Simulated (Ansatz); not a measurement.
Ansatz (a program for electronic structure) input:

Ansatz 0.2 input:
```yaml
crystal:
  lattice:
    - [3.0957471855, 0.0, 0.0]
    - [0.0, 3.0957471855, 0.0]
    - [0.0, 0.0, 3.0957471855]
  atoms:
    - { symbol: Zn, position: [0.5, 0.5, 0.5] }
    - { symbol: Au, position: [0.0, 0.0, 0.0] }
kpoints:
  mp_grid: { grid: [28, 28, 28] }
hamiltonian:
  xc: lda
  pseudopotentials: { kind: paw }
scf:
  occupations: { method: fermi_dirac, width: 0.1 }
elastic: { mode: relaxed_ion, stencil: two_point, amplitude: 0.005, f_tol: 0.0005 }
```

Output (shortened):

```
Pseudopotentials: kind: paw
Pseudopotential: Zn, paw, valence charge 12
Pseudopotential: Au, paw, valence charge 19
Functional definition: SPW92
Crystal: 2 atoms, lattice volume = 29.669 Å³
Basis set: ecut = 420 eV, 587 PW (Γ)
Bands: 20, of which v1, the nominal top of the filled ones, is band 16 counted from 1 (15 counted from 0)
Symmetry: 48 space group operations
Space group: Pm-3m (ITA 221), of the structure as read, at distance tolerance 3.1e-5 Å
k-points: 680 of 21952
PAW frozen core: Zn, regenerated for the run's functional, and the local potential with it
PAW frozen core: Au, regenerated for the run's functional, and the local potential with it
Initial wavefunctions: pseudopotential atomic-orbital guess
Eigensolver: davidson
Functional: x = slater, c = lda
all-band conjugate gradients solve this SCF's bands
SCF 1 converged in 9 iterations: F = -16111.670039 eV  dr2 = 4.94e-14
density extrapolation: transplant  |δρ|_rms = 5.870e-2 e/Å³  SAD shift = 1.159e-2 e/Å³
Crystal: 2 atoms, lattice volume = 29.520 Å³
Symmetry: 16 space group operations
k-points: 1800 of 21952
Initial density: handed on by an earlier stage of this run
Initial wavefunctions: those handed on with the density
SCF 2 converged in 9 iterations: F = -16111.669661 eV  dr2 = 3.23e-15
density extrapolation: first-order (α = -2.000)  |δρ|_rms = 5.870e-2 e/Å³  SAD shift = 1.150e-2 e/Å³
Crystal: 2 atoms, lattice volume = 29.817 Å³
Basis set: ecut = 420 eV, 595 PW (Γ)
SCF 3 converged in 7 iterations: F = -16111.669661 eV  dr2 = 1.72e-14
density extrapolation: transplant  |δρ|_rms = 5.870e-2 e/Å³  SAD shift = 6.598e-3 e/Å³
Crystal: 2 atoms, lattice volume = 29.668 Å³
Symmetry: 8 space group operations
k-points: 3165 of 21952
SCF 4 converged in 8 iterations: F = -16111.669902 eV  dr2 = 1.88e-14
density extrapolation: first-order (α = -2.000)  |δρ|_rms = 5.870e-2 e/Å³  SAD shift = 6.598e-3 e/Å³
Crystal: 2 atoms, lattice volume = 29.668 Å³
SCF 5 converged in 6 iterations: F = -16111.669902 eV  dr2 = 9.78e-14
SCF converged after 9 iterations
Free energy (F): -16111.670039 eV
Harris-Foulkes:  -16111.670039 eV  (|F-HF|=3.64e-12)
Internal energy: -16111.654506 eV  (E = F + TS)
E sigma→0 (E₀):  -16111.662272 eV
Entropy (-TS):   -0.015533 eV (-7.766 meV/atom)
Fermi energy:    17.806786 eV
--- Per-component energies (eV) ---
  E_band       = -150.196178
  E_kinetic    = 738.570156
  E_local      = -3155.058364  (includes V_loc(G=0)·N_el)
  E_nonlocal   = 695.558966
  E_hartree    = 1332.440151
  E_xc         = -364.062279
  E_vxc        = -330.927079  (∫ρ·V_xc dr)
  E_paw        = -11178.345198  (= ΣΔE_a)
  E_vpaw       = -763.221023  (= ΣTr[D̂ρ^β])
  E_aug_tail   = 0.000862  (compensation charges beyond the density's cutoff)
  E_ewald      = -4182.838659
  E_core_change = 2.079859  (= ΣΔE_core)
  E_smearing   = -0.015533  (= −TS)
  E_closure    = 0.000000  (closes the sum)
  Σ components = -16111.670039   (vs F -16111.670039, Δ=0.00e0)
--- Forces (eV/Å), atoms counted from 1 ---
  atom   1  Zn     0.00000000     0.00000000     0.00000000
  atom   2  Au     0.00000000     0.00000000     0.00000000
  max |Σ_I F_I| component: 0.0 eV/Å
--- Stress (GPa, compression-positive) ---
       -0.003776       0.000000       0.000000
        0.000000      -0.003776       0.000000
        0.000000       0.000000      -0.003776
  P = ⅓ Tr σ = -0.0038 GPa (-0.038 kbar)
  The stress holds the Pulay correction. Without it, at fixed plane waves, as pw.x and ABINIT print it: P = -0.0692 GPa
  The stress includes an estimate of the error left by incomplete SCF convergence (largest component  0.0000 GPa; it does not cover the PAW one-centre terms).
--- Band table (eV; the first three rows and the last of 680) ---
  k-point 0: bands = ["-88.6782", "-39.9735", "-39.9735", "-39.9735", "6.6433", "9.3587", "9.3587", "10.1555", "10.1555", "10.1555", "12.1780", "12.1780", "13.9906", "13.9906", "13.9906", "22.7664", "22.7664", "22.7664", "27.0862", "30.3258"]
  k-point 1: bands = ["-88.6782", "-39.9741", "-39.9734", "-39.9734", "6.6671", "9.3645", "9.3665", "10.1553", "10.1553", "10.1577", "12.1734", "12.1844", "13.9704", "13.9704", "13.9882", "22.5652", "22.8129", "22.8129", "27.2264", "30.2954"]
  k-point 2: bands = ["-88.6781", "-39.9760", "-39.9733", "-39.9733", "6.7381", "9.3818", "9.3896", "10.1546", "10.1546", "10.1643", "12.1598", "12.2035", "13.9119", "13.9119", "13.9814", "22.0468", "22.9505", "22.9505", "27.5463", "30.2070"]
  k-point 679: bands = ["-88.6744", "-40.0150", "-40.0150", "-40.0150", "9.8619", "9.8619", "9.8619", "10.5490", "10.5490", "11.0160", "11.0160", "11.0160", "14.6722", "14.6722", "19.1495", "21.5535", "21.5949", "21.5949", "21.5949", "23.9448"]
  band table: 20 of 20 bands, residual norms ≤ 1.0e-3 eV
--- Elastic constants: 2 strain directions × 2 members + reference (group order 48) ---
  dense FFT box of the reference and of every strained cell: 24×24×24
  strains applied: 11, 23; error gains: componentwise 1.00 (the most a stress slope's error grows in a printed constant), spectral 1.73 (1 for all six strains …
  C = ∂σ_k/∂η_j (tension-positive GPa; Voigt order 11 22 33 23 13 12):
       163.868    156.404    156.404      0.000      0.000      0.000
       156.404    163.868    156.404      0.000      0.000      0.000
       156.404    156.404    163.868      0.000      0.000      0.000
         0.000      0.000      0.000     59.477      0.000      0.000
         0.000      0.000      0.000      0.000     59.477      0.000
         0.000      0.000      0.000      0.000      0.000     59.477
  reference stress σ⁰ (GPa):      0.004      0.004      0.004      0.000      0.000      0.000
  moduli (Voigt/Reuss/Hill, GPa): K = 158.89/158.89/158.89   G = 37.18/8.53/22.85   E = 65.42   ν = 0.431
  mechanically stable: yes (min eigenvalue of sym C = 7.46 GPa)
  strain η (Voigt 11):  stress-route row diagonal C_11 = 163.87 GPa, energy-path curvature d²(F+E_count+ΔE)/dδ²/Ω₀ = 163.52 GPa
         δ    σ_11 (GPa)             F (eV)   n_scf  n_hpsi   n_pw
    -5.000e-3      -0.8300      -16111.6696607       9  737403    597   relax 0 steps, max|allowed force component| 0.0 eV/Å
     5.000e-3       0.8086      -16111.6696609       7  570413    624   relax 0 steps, max|allowed force component| 0.0 eV/Å
  strain η (Voigt 23):  stress-route row diagonal C_44 = 59.48 GPa, energy-path curvature d²(F+E_count+ΔE)/dδ²/Ω₀ = 59.10 GPa
         δ    σ_23 (GPa)             F (eV)   n_scf  n_hpsi   n_pw
    -5.000e-3      -0.2974      -16111.6699020       8  1153644    601   relax 0 steps, max|allowed force component| 0.0 eV/Å
     5.000e-3       0.2974      -16111.6699020       6  934784    601   relax 0 steps, max|allowed force component| 0.0 eV/Å
```

Cost: around 4 core-minutes (rough) on shared cores.

Symmetry was held in the LDA relaxation; of distortions, only those at the zone centre were tested. As this level gives no gap, shear constants depend on the k-mesh and smearing (Fermi–Dirac, 0.1 eV here). Scalar-relativistic: spin–orbit coupling is off unless named, which matters more the heavier the elements.

Potentials: the later of the program's two PAW sets.

Ansatz is a plane-wave DFT program.
